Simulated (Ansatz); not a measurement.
Consider the following.

ZnCu2SnSe4:
```yaml
crystal:
  lattice:
    - [-2.86766, 2.86766, 5.71047]
    - [2.86766, -2.86766, 5.71047]
    - [2.86766, 2.86766, -5.71047]
  atoms:
    - { symbol: Cu, position: [0.00000, 0.00000, 0.00000] }
    - { symbol: Cu, position: [0.75000, 0.25000, 0.50000] }
    - { symbol: Zn, position: [0.25000, 0.75000, 0.50000] }
    - { symbol: Sn, position: [0.50000, 0.50000, 0.00000] }
    - { symbol: Se, position: [0.63223, 0.62720, 0.51697] }
    - { symbol: Se, position: [0.11023, 0.11526, 0.48303] }
    - { symbol: Se, position: [0.37280, 0.88977, 0.00503] }
    - { symbol: Se, position: [0.88474, 0.36777, 0.99497] }
```

This is the HSE06-relaxed structure.

Q: All from the program Ansatz at the HSE06 level (PAW), unless another level is named. Predict the band gap.

A: 0.87 eV (direct).

Q: Next, the valence-band maximum?

A: at Γ.

Space group I-4. The HSE06 relaxation kept the symmetry of its start. No spin polarisation was allowed. The hybrid was solved on a coarse mesh, the path and, where they were found, the r²SCAN edge points; its band edges are the extreme levels among these. Scalar-relativistic: spin–orbit coupling is off unless named, which matters more the heavier the elements.

Potentials: the later of the program's two PAW sets.
